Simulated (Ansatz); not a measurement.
Relaxed-ion elastic tensor of SnS in space group P-6m2 (No. 187; Sn on 1a, S on 1f) in GPa (Voigt order), PBEsol (plane waves, PAW; program Ansatz); density 5.42 g/cm³, 23.11 Å³ per atom.

```
      1     2     3     4     5    6
-  ----  ----  ----  ----  ----  ---
1  53.4  38.0  49.0   0.0   0.0  0.0
2  38.0  53.4  49.0   0.0   0.0  0.0
3  49.0  49.0   161   0.0   0.0  0.0
4   0.0   0.0   0.0  21.9   0.0  0.0
5   0.0   0.0   0.0   0.0  21.9  0.0
6   0.0   0.0   0.0   0.0   0.0  7.7
```

Question: Is the crystal mechanically stable?

Answer: Yes: the smallest eigenvalue of C is 7.7 GPa.

Question: Work out the Voigt, Reuss and Hill averages.

Answer: K_V = 59.9, K_R = 45.6, K_H = 52.8; G_V = 19.1, G_R = 12.9, G_H = 16.0 GPa.

Question: Give Young's modulus, Poisson's ratio, Pugh's ratio and the universal anisotropy index.

Answer: E = 9KG/(3K + G) = 43.5 GPa; ν = 0.36; K/G = 3.30 (ductile by the Pugh limit of 1.75); A_U = 5G_V/G_R + K_V/K_R − 6 = 2.70.

Question: Estimate the sound speeds and the Debye temperature.

Answer: v_l = √((K + 4G/3)/ρ) = 3700 m/s, v_t = √(G/ρ) = 1720 m/s, mean 1930 m/s; Θ = (h/k)(3n/4πV)^(1/3) v_m = 202 K.

Question: Solve the Christoffel equation for the three sound speeds along x, y, z.

Answer: Eigenvalues of C_ijkl n_j n_l equal ρv². In km/s, slowest first: x 1.19, 2.01, 3.14; y 1.19, 2.01, 3.14; z 2.01, 2.01, 5.45.

Question: How much does each axis shrink under pressure?

Answer: Linear compressibilities β_i = Σ_j S_ij (j = 1 to 3): x 11, y 11, z -0.67 per TPa.

A made-up cell: these elements were put on the sites of a structure type; neither database checked (COD, Materials Project) lists it. It is not the phase usual at ambient conditions (space group No. 62). The PBEsol relaxation kept the symmetry of its start. At this level the phase is dynamically unstable (imaginary phonons). As this level gives no gap, shear constants depend on the k-mesh and smearing (Fermi–Dirac, 0.1 eV here). Scalar-relativistic: spin–orbit coupling is off unless named, which matters more the heavier the elements.

Potentials: the later of the program's two PAW sets.
